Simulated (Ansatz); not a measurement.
GePd₂ in space group P-62m (No. 189; Ge on 2c, Ge on 1b, Pd on 3g, Pd on 3f) under volume change, the program Ansatz at the PBEsol level (PAW), shape and atoms relaxed at each volume.

```
V (Å³/atom)  E − E(relaxed) (meV/atom)  P (GPa)
-----------  -------------------------  -------
13.383                            76.2    19.91
13.824                            32.4    12.07
14.265                             7.8     5.81
14.707                             0.0     0.00
15.148                             6.9    -4.86
15.589                            25.9    -8.78
16.030                            54.8   -12.10
```

### Question
What does a third-order Birch–Murnaghan fit give for V₀, B₀ and B′?

### Answer
V₀ = 14.71 Å³/atom, B₀ = 171 GPa, B′ = 4.4.

The first step of the workflow began from a Materials Project structure, measured or hypothetical; the Crystallography Open Database copy checked does not list it. Its standing as an ambient phase is unchecked. The PBEsol relaxation kept the symmetry of its start; its stability against distortions is not shown here. The run is not spin-polarised.

Potentials: the later of the program's two PAW sets.
